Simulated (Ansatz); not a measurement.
ZrTa:
Space group Pmma (No. 51); a = 4.6482 Å, b = 3.4991 Å, c = 4.8932 Å, α = 90.00°, β = 90.00°, γ = 90.00°

```csv
atom,site,symmetry,x,y,z
Ta,2e,mm2,0.7500,0.0000,0.1939
Zr,2f,mm2,0.2500,0.5000,0.2764
```

Relaxed with PBEsol (plane waves, PAW; program Ansatz). Indices refer to the conventional cell of Pmma, a = 4.648 Å, b = 3.499 Å, c = 4.893 Å, α = 90.00°, β = 90.00°, γ = 90.00°.

Question: Simulate the powder diffraction pattern (Ag Kα, λ = 0.560885 Å; lines above 1 %) up to 2θ = 30°.

Answer: Simulated powder pattern, Ag Kα, λ = 0.560885 Å (kinematic, ideal powder, no thermal factors, no anomalous dispersion; the 30 strongest lines at most, above 1 %, up to 2θ = 30°):

```
2θ (°)  d (Å)  I/Imax (%)          hkl
------  -----  ----------  -----------
6.57    4.893         4.2        (001)
9.19    3.499         6.8        (010)
9.55    3.370         9.8        (101)
11.31   2.846         6.6        (011)
13.16   2.447          19        (002)
13.27   2.427         100        (111)
13.86   2.324          25        (200)
14.89   2.165          12        (102)
16.66   1.936         3.4        (210)
17.52   1.841         5.6        (112)
17.92   1.800         4.0        (211)
18.45   1.750          11        (020)
19.16   1.685          14        (202)
19.80   1.631         1.7        (003)
20.81   1.553         3.0        (121)
21.87   1.478         7.7        (013)
22.73   1.423         8.5        (022)
22.96   1.409         9.3        (113)
23.15   1.398          12        (220)
23.79   1.361          26  (311)+(122)
24.25   1.335         1.9        (203)
24.74   1.309         2.9        (302)
25.99   1.247         9.2        (213)
26.45   1.226         1.7        (312)
26.72   1.214          10        (222)
27.19   1.193         1.3        (023)
27.43   1.183         5.3        (104)
27.93   1.162         3.3        (400)
28.98   1.121         2.5        (114)
29.48   1.102          10        (131)
```

The start of the workflow was typed in or built on a structure type; neither database checked (COD, Materials Project) lists it. Its standing as an ambient phase is unchecked. Symmetry was held in the PBEsol relaxation; whether a distortion lowers the energy is not shown. No spin polarisation was allowed. Its formation energy is positive at this level, so the cell may be metastable or incomplete. Axis ratios of metals converge slowly with the k-mesh, so a and c are less sure than the volume. Scalar-relativistic: spin–orbit coupling is off unless named, which matters more the heavier the elements.

Potentials: the later of the program's two PAW sets.
